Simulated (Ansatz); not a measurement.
TaTe:
Space group Fm-3m (No. 225); a = 5.666 Å, b = 5.666 Å, c = 5.666 Å, α = 90.00°, β = 90.00°, γ = 90.00°

```
atom  site  symmetry       x       y       z
----  ----  --------  ------  ------  ------
Ta      4a      m-3m  0.0000  0.0000  0.0000
Te      4b      m-3m  0.5000  0.5000  0.5000
```
(The calculation used a cell of 2 atoms; values per cell refer to that cell.)

Relaxed with r²SCAN.

### Question
Tabulate the valence density and the electron localisation function along the shortest Ta–Te contact (2.83 Å), the program Ansatz at the r²SCAN level (PAW).

### Answer


| distance from Ta (Å) | density (e/Å³) | ELF |
|---|---|---|
| 0.28 | 4.24 | 0.29 |
| 0.42 | 4.45 | 0.59 |
| 0.57 | 3.72 | 0.71 |
| 0.71 | 2.47 | 0.68 |
| 0.85 | 1.33 | 0.49 |
| 0.99 | 0.65 | 0.26 |
| 1.13 | 0.41 | 0.19 |
| 1.27 | 0.35 | 0.28 |
| 1.42 | 0.36 | 0.48 |
| 1.56 | 0.42 | 0.62 |
| 1.70 | 0.52 | 0.62 |
| 1.84 | 0.67 | 0.55 |
| 1.98 | 0.97 | 0.47 |
| 2.12 | 2.07 | 0.35 |
| 2.27 | 4.68 | 0.17 |
| 2.41 | 8.64 | 0.04 |
| 2.55 | 12.96 | 0.01 |

The density is the valence pseudo-density with augmentation charge, so density and ELF within about 1 Å of a nucleus are not all-electron values.

The start of the workflow was typed in or built on a structure type; neither database checked (COD, Materials Project) lists it. Whether it is the stable phase at ambient conditions was not checked. The cell was relaxed with r²SCAN under the symmetry of its start. At this level the phase is mechanically unstable. No spin polarisation was allowed. Its formation energy is positive at this level, so the cell may be metastable or incomplete. Scalar-relativistic: spin–orbit coupling is off unless named, which matters more the heavier the elements.

Potentials: the later of the program's two PAW sets.
